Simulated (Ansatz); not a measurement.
Relaxed-ion elastic tensor of YCu (CsCl type, space group No. 221) in GPa (Voigt order), DFT-LDA in the program Ansatz with PAW potentials; density 6.55 g/cm³, 19.33 Å³ per atom.

```json
[
 {"": "1", "1": "133", "2": "62.0", "3": "62.0", "4": "0.0", "5": "0.0", "6": "0.0"},
 {"": "2", "1": "62.0", "2": "133", "3": "62.0", "4": "0.0", "5": "0.0", "6": "0.0"},
 {"": "3", "1": "62.0", "2": "62.0", "3": "133", "4": "0.0", "5": "0.0", "6": "0.0"},
 {"": "4", "1": "0.0", "2": "0.0", "3": "0.0", "4": "41.6", "5": "0.0", "6": "0.0"},
 {"": "5", "1": "0.0", "2": "0.0", "3": "0.0", "4": "0.0", "5": "41.6", "6": "0.0"},
 {"": "6", "1": "0.0", "2": "0.0", "3": "0.0", "4": "0.0", "5": "0.0", "6": "41.6"}
]
```

Question: Is the crystal mechanically stable?

Answer: Yes: the smallest eigenvalue of C is 41.6 GPa.

Question: Work out the Voigt, Reuss and Hill averages.

Answer: K_V = 85.7, K_R = 85.7, K_H = 85.7; G_V = 39.2, G_R = 39.0, G_H = 39.1 GPa.

Question: Give Young's modulus, Poisson's ratio, Pugh's ratio and the universal anisotropy index.

Answer: E = 9KG/(3K + G) = 102 GPa; ν = 0.30; K/G = 2.19 (ductile by the Pugh limit of 1.75); A_U = 5G_V/G_R + K_V/K_R − 6 = 0.03.

Question: Estimate the sound speeds and the Debye temperature.

Answer: v_l = √((K + 4G/3)/ρ) = 4590 m/s, v_t = √(G/ρ) = 2440 m/s, mean 2730 m/s; Θ = (h/k)(3n/4πV)^(1/3) v_m = 303 K.

Question: Give the Zener ratio and Young's modulus along [100], [110] and [111].

Answer: A = 2C44/(C11 − C12) = 1.17; 1/E = S11 − 2(S11 − S12 − S44/2)Γ with Γ = 0, 1/4, 1/3 gives 93.8, 104, 107 GPa.

Space group Pm-3m (CsCl type). The workflow started from a Materials Project entry (that database holds measured and hypothetical structures alike); the Crystallography Open Database copy checked does not list it. Whether it is the stable phase at ambient conditions was not checked. Symmetry was held in the LDA relaxation; its stability against distortions is not shown here. No spin polarisation was allowed. As this level gives no gap, shear constants depend on the k-mesh and smearing (Fermi–Dirac, 0.1 eV here).

Potentials: the later of the program's two PAW sets.
